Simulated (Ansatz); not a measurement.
Si (diamond)

```
Si
1.0
    0.00000     2.71682     2.71682
    2.71682     0.00000     2.71682
    2.71682     2.71682     0.00000
Si
2
Cartesian
  0.00000   0.00000   0.00000
  1.35841   1.35841   1.35841
```

The slice is a {111} plane (indices of the conventional cell) through the point (0.000, 0.000, 0.000) (fractional), spanned by u = [100] and v = [-1 2 0] in vectors of this cell: u (3.84 Å) and v (6.65 Å, at 90° to u). It covers one period; positions are fractions (u, v).

Calculation: PBEsol (plane waves to 420 eV, PAW, scalar-relativistic; Ansatz, a quantum-chemistry and plane-wave program). k mesh 11×11×11. Inside the PAW spheres the values are not all-electron values, and peaks at nuclei hang on which shells count as valence. Si was relaxed with its symmetry unable to fall.

**Question.** Predict the map of the electron localisation function (ELF) on the slice.

**Answer.** 
```
|xxxx::++##**++------++**##++::xx|
|xx====++++==--......--==++++====|
|%%%%##**++--..      ..--++**##%%|
|@@@@@@##++::          ::++##@@@@|
|@@@@@@##==::          ::==##@@@@|
|@@@@%%**==::..      ..::==**%%@@|
|%%%%##**++--::......::--++**##%%|
|**********++==------==++********|
|==++**##%%##**++++++**##%%##**++|
|==**%%@@@@@@%%**++**%%@@@@@@%%**|
|**##%%@@@@@@%%**==**%%@@@@@@%%##|
|**##@@@@@@@@##--xx--##@@@@@@@@##|
|**##%%@@@@%%++xxxxxx++%%@@@@%%##|
|++++##%%%%##xxxxxxxxxx##%%%%##++|
|----++**##++::xxxxxx::++##**++--|
|....--==++++====xx====++++==--..|
|    ..--++**##%%%%%%##**++--..  |
|      ::++##@@@@@@@@@@##++::    |
|      ::==##@@@@@@@@@@##==::    |
|    ..::==**%%@@@@@@%%**==::..  |
|....::--++**##%%%%%%##**++--::..|
|----==++******************++==--|
|++++**##%%##**++==++**##%%##**++|
|++**%%@@@@@@%%**==**%%@@@@@@%%**|
|==**%%@@@@@@%%##**##%%@@@@@@%%**|
|xx--##@@@@@@@@##**##@@@@@@@@##--|
|xxxx++%%@@@@%%##**##%%@@@@%%++xx|
|xxxxxx##%%%%##++++++##%%%%##xxxx|
```
Scale: ten equal steps from 0.03 (start of ' ') to 0.92 (end of '@'), in the order ' .:-=+*#%@'. Values: electron localisation function (ELF). The map has 16 points along u (two characters each, u = 0 at the left) and 28 along v (v = 0 in the bottom row). Points within 0.5 Å of a nucleus are blanked (x), as the pseudised field means little there.
